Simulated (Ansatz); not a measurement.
W:
```
CELL_PARAMETERS angstrom
      0.00000     1.99912     1.99912
      1.99912     0.00000     1.99912
      1.99912     1.99912     0.00000
ATOMIC_POSITIONS crystal
  W  0.00000 0.00000 0.00000
```

Relaxed with PBEsol. Special points in fractions of this cell's reciprocal vectors: Γ (0.000, 0.000, 0.000); X (0.500, 0.000, 0.500); U (0.625, 0.250, 0.625); K (0.375, 0.375, 0.750); L (0.500, 0.500, 0.500); W (0.500, 0.250, 0.750).

List the band energies nearest the Fermi level at these points for plane-wave PAW PBEsol (Ansatz code).

In eV from the Fermi level; about four levels below and three above (degenerate sets whole), none deeper than 8.9 eV; … stands for higher levels left out; points with the same levels are listed once.

| k | below | above |
|---|---|---|
| Γ | -0.59 -0.59 -0.59 | … |
| X | -5.67 -4.67 | 3.25 5.22 … |
| U | -4.51 -3.36 -0.06 | 2.71 … |
| L | -5.74 -0.83 -0.83 | 0.76 … |
| W | -3.86 -2.05 -2.05 | 1.31 … |

Space group Fm-3m (fcc (Cu type)). The workflow started from an entry of the Crystallography Open Database (COD), which files this formula under 6 space groups. It is not the phase usual at ambient conditions (space group No. 229). The cell was relaxed with PBEsol under the symmetry of its start. At this level the phase is mechanically unstable. No spin polarisation was allowed. Scalar-relativistic: spin–orbit coupling is off unless named, which matters more the heavier the elements.

Potentials: the earlier of the program's two PAW sets.
